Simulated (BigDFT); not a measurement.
BigDFT run on the molecule CH₇F₂NSi₂: self-consistent single point.

All values come from this method and carry its errors: LDA (Teter-Pade), Daubechies wavelet basis, HGH (Krack) norm-conserving potentials made for LDA, isolated boundary conditions in BigDFT.

SMILES: N[Si@@H](CF)[SiH2]F
```xyz
13

N     -1.0217     1.6741    -0.3698
Si    -0.3355     0.3280     0.4467
C     -1.0254    -1.2823    -0.1586
F     -0.8258    -1.3722    -1.5041
Si     1.9887     0.1100     0.2496
F      2.7401     1.3249     0.9813
H     -0.9423     1.5444    -1.3783
H     -2.0186     1.7351    -0.1739
H     -0.7133     0.5104     1.8707
H     -0.5499    -2.1482     0.3106
H     -2.1029    -1.3480     0.0169
H      2.4150    -1.1636     0.8916
H      2.3916     0.0874    -1.1827
```

Reference input (self-consistent single point, DFT, LDA (Teter-Pade), Daubechies wavelet basis, HGH (Krack) norm-conserving potentials made for LDA, isolated boundary conditions): basis = Daubechies wavelets; dft.hgrids = 0.31 bohr; dft.rmult = 5 8; dft.ixc = 1; potentials = built-in HGH-K LDA; boundary_conditions = free; dft.gnrm_cv = 1e-05; dft.itermax = 80; dft.idsx = 6; dft.nrepmax = 3. This run's input differs from it in these lines:

```diff
@@ -2,4 +2,4 @@
 dft:
-  hgrids: 0.31
-  rmult: [5, 8]
+  hgrids: 0.497
+  rmult: [3.5, 5]
   ixc: 1
```

Output (repeated stretches shortened):

```
  #------------------------------------------------------------------- Self-Consistent Cycle
 Ground State Optimization:
 - Hamiltonian Optimization: &itrp001
   - Subspace Optimization: &itrep001-01
       Wavefunctions Iterations:
 Calculating wavelets expansion of projectors. Found warnings:  2,
  #WARNING: Projectors too rough: Consider modifying hgrid and/or the localisation radii.
 iter:  1, EKS: -7.45280165259266454E+01, gnrm:  4.84E-01, D: -6.59E-01,
 Calculating wavelets expansion of projectors. Found warnings:  2,
  #WARNING: Projectors too rough: Consider modifying hgrid and/or the localisation radii.
   [... lines left out ...]
  #WARNING: Projectors too rough: Consider modifying hgrid and/or the localisation radii.
 iter:  17, EKS: -7.54250109820093826E+01, gnrm:  1.30E-05, D: -7.90E-09,
 Calculating wavelets expansion of projectors. Found warnings:  2,
  #WARNING: Projectors too rough: Consider modifying hgrid and/or the localisation radii.
 iter:  18, EKS: -7.54250109848147758E+01, gnrm:  8.31E-06, D: -2.81E-09,
       -  &FINAL001  { #---------------------------------------------------------- iter: 19
 Calculating wavelets expansion of projectors. Found warnings:  2,
  #WARNING: Projectors too rough: Consider modifying hgrid and/or the localisation radii.
 iter:  19, EKS: -7.54250109860700633E+01, gnrm:  8.31E-06, D: -1.26E-09,  #FINAL
        #Eigenvalues and New Occupation Numbers
       Orbitals: [
   [... 16 lines left out ...]
 Last Iteration                        : *FINAL001
  #---------------------------------------------------------------------- Forces Calculation
 Total electronic charge               :  37.999907333635
 Electric Dipole Moment (AU):
   P vector                            :  [ -7.714024E-01, -4.278293E-01, -3.604157E-02 ]
   norm(P)                             :  8.82835529E-01
 Electric Dipole Moment (Debye):
   P vector                            :  [ -1.960709E+00, -1.087434E+00, -9.160851E-02 ]
   norm(P)                             :  2.24394388E+00
  #-------------------------------- Warnings obtained during the run, check their relevance!
 WARNINGS:
   [... lines left out ...]
 BigDFT infocode                       :  0
   [... lines left out ...]
 -  {H: [ 8.543234920204E-02, -3.924536827707E-02,  1.348869363146E-01]} # 0010
 -  {H: [ 4.761507681370E-02, -8.622123980729E-02,  9.579804569085E-02]} # 0011
 -  {H: [ 5.579787644984E-02,  8.071188056900E-02,  6.352201953088E-02]} # 0012
 -  {H: [ 1.478507822902E-02, -4.303984451996E-02, -9.717259083520E-03]} # 0013
 Energy (Hartree)                      : -7.54250109860700633E+01
 Force Norm (Hartree/Bohr)             :  8.56451946066753456E-01
```

The run converged in 19 iterations. Against the reference run the free energy goes up by 1.39 eV/atom and the largest force goes from 1.309 to 34.26 eV/Å.

The grid can part forces that symmetry would make equal. Forces above 1 eV/Å remain at this geometry. This run is one point of a test of settings, so its values need not be converged; read them against the reference run alone. The geometry comes from a cheaper method or was typed, in some cases with atoms then moved at random; it is not relaxed at this level, and the species need not be a known compound.

Cost on one core: very roughly 25 core-seconds.
